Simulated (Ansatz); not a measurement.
GaAs:
```
GaAs
1.0
    6.91613     0.00000     0.00000
    0.00000     6.91613     0.00000
    0.00000     0.00000     4.00384
Ga As
4 4
Direct
  0.32403   0.67597   0.00000
  0.67597   0.32403   0.00000
  0.82403   0.82403   0.50000
  0.17597   0.17597   0.50000
  0.31783   0.31783   0.00000
  0.68217   0.68217   0.00000
  0.18217   0.81783   0.50000
  0.81783   0.18217   0.50000
```

This is the PBEsol-relaxed structure.

### Question
All from PBEsol (plane waves, PAW; program Ansatz), unless another level is named. Give the Young's modulus.

### Answer
71.2 GPa.

### Question
And the highest zone-centre frequency (without LO–TO term)?

### Answer
280 cm^-1.

Space group P4_2/mnm. The start of the workflow was typed in or built on a structure type; neither database checked (COD, Materials Project) lists it. It is not the phase usual at ambient conditions (space group No. 216). Symmetry was held in the PBEsol relaxation; its stability against distortions is not shown here. The volume moved by 16 % from the start of the relaxation.

Potentials: the earlier of the program's two PAW sets. The files were generated under PBE; for other functionals the program regenerates the frozen cores, and for LDA and PBEsol the local potential too.
